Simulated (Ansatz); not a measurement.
Zr4Co4Ge7 in space group I4/mmm (No. 139; Pearson symbol tI60), PBE in the plane-wave PAW code Ansatz, all energies at zero smearing, with the estimated change up to a 700 eV cutoff added, with one set of potentials and settings (totals compare only within such a set). Cell of 30 atoms (8 Zr, 8 Co, 14 Ge): -134628.347 eV.

```
element                                reference phase  E (eV/atom)
-------  ---------------------------------------------  -----------
Zr                       P6_3/mmc, 2 atoms in the cell   -4183.8362
Co       P6_3/mmc, 2 atoms in the cell, spin-polarised   -5126.1559
Ge                          Fd-3m, 2 atoms in the cell   -4294.9847
```

Formation energy per atom, worked out: (-134628.347 − 8×(-4183.8362) − 8×(-5126.1559) − 14×(-4294.9847))/30 = -0.621 eV/atom (-60 kJ per mol of atoms), at 0 K, without zero-point energy or fitted corrections.

The first step of the workflow began from a Materials Project structure, measured or hypothetical; the Crystallography Open Database copy checked does not list it. Its standing as an ambient phase is unchecked. Symmetry was held in the PBE relaxation; whether a distortion lowers the energy is not shown. The run is not spin-polarised. The references are the lowest solids computed at this level, not always the standard phases.

Potentials: the later of the program's two PAW sets.
